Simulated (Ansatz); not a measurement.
Starting cell, AlRu (CsCl type):

```yaml
crystal:
  lattice:
    - [6.00740, 0.00000, 0.00000]
    - [0.00000, 3.00370, 0.00000]
    - [0.00000, 0.00000, 3.00370]
  atoms:
    - { symbol: Al, position: [0.00000, 0.00000, 0.00000] }
    - { symbol: Al, position: [0.50000, 0.00000, 0.00000] }
    - { symbol: Ru, position: [0.25000, 0.50000, 0.50000] }
    - { symbol: Ru, position: [0.75000, 0.50000, 0.50000] }
```

In this cell atom 4 (Ru, nearest neighbour Al at 2.601 Å; its periodic images, 3.0 Å or more away, move with it) is moved by u·(0.707, 0.707, 0.000) + v·(0.000, 0.000, 1.000); the rest is frozen.

These are PBE (plane waves to 420 eV, PAW, scalar-relativistic; Ansatz, a first-principles code) values and carry that method's errors. k mesh 6×12×12 (Γ-centred), Fermi-Dirac smearing 0.05 eV. The energy includes the smearing's −TS. With partly filled bands, energies and forces of such displacements shift with the k mesh and the smearing. AlRu is run without spin polarisation. AlRu was relaxed with its symmetry unable to fall. The last digit holds for this mesh only.

Changes of ΔE (meV/cell) from the point u = 0.000 Å, v = 0.000 Å when one coordinate moves alone (two changes are said to add if the coupling is within 5 % of the smaller one, nearly so within 20 %):

| point | change |
|---|---|
| u = 0.000 Å, v = -0.390 Å | 613.0 |
| u = 0.000 Å, v = -0.195 Å | 157.2 |
| u = -0.390 Å, v = 0.000 Å | 824.9 |
| u = -0.195 Å, v = 0.000 Å | 196.4 |
| u = 0.195 Å, v = 0.000 Å | 196.4 |
| u = 0.390 Å, v = 0.000 Å | 824.9 |
| u = 0.000 Å, v = 0.195 Å | 157.2 |
| u = 0.000 Å, v = 0.390 Å | 613.0 |

Task: Do the two effects add at u = -0.390 Å, v = 0.390 Å? Give the computed change.

Result: The sum of the single changes is 824.9 + (613.0) = 1437.9; the calculation gives 1749.0, so the coupling contributes 311.1 (over 20 % of the smaller single change, not additive).

Task: What is the change at u = 0.195 Å, v = -0.390 Å, where both move, and how far is it from the sum?

Result: The sum of the single changes is 196.4 + (613.0) = 809.4; the calculation gives 876.6, so the coupling contributes 67.2 (over 20 % of the smaller single change, not additive).

(A displaced cell: forces are minus the slopes of the energy, force constants its curvatures, and phonons follow from these.)
